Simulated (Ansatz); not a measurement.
ZrAg (rock salt, Fm-3m) at seven volumes, PBEsol (plane waves, PAW; program Ansatz), scaled uniformly. One row is withheld.

```tsv
V (Å³/atom)	P (GPa)
19.807	11.96
20.459	7.30
21.112	?
21.765	0.00
22.418	-2.84
23.071	-5.25
23.724	-7.29
```

Problem. Fit the shown pressures and predict the withheld one.

Solution. Third-order Birch–Murnaghan: P = (3/2)B₀(x^(7/2) − x^(5/2))[1 + (3/4)(B′ − 4)(x − 1)] with x = (V₀/V)^(2/3). Least squares on the six rows gives V₀ = 21.765 Å³/atom, B₀ = 102.6 GPa, B′ = 4.49. At V = 21.112, x = 1.0205 and P = 3.35 GPa. The run itself gave 3.35 GPa.

The start of the workflow was typed in or built on a structure type; neither database checked (COD, Materials Project) lists it. COD files the formula under space group No. 129. Its standing as an ambient phase is unchecked. The PBEsol relaxation kept the symmetry of its start. At this level the phase is mechanically unstable. The run is not spin-polarised. Its formation energy is positive at this level, so the cell may be metastable or incomplete.

Potentials: the later of the program's two PAW sets.
